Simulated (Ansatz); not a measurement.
SiC:
```
SiC
1.0
    0.00000     2.17831     2.17831
    2.17831     0.00000     2.17831
    2.17831     2.17831     0.00000
Si C
1 1
Direct
  0.75000   0.75000   0.75000
  0.00000   0.00000   0.00000
```

Relaxed with r²SCAN.

Q: Give the Bader charges and basin volumes of the independent atoms, DFT-r²SCAN in the program Ansatz with PAW potentials.

A: 

```
atom  Bader charge (e)  Bader volume (Å³)
----  ----------------  -----------------
Si1              +2.87                4.3
C2               -2.87               16.4
```

Space group F-43m (zinc blende). The r²SCAN relaxation kept the symmetry of its start.

Potentials: the earlier of the program's two PAW sets. The files were generated under PBE; for other functionals the program regenerates the frozen cores, and for LDA and PBEsol the local potential too.
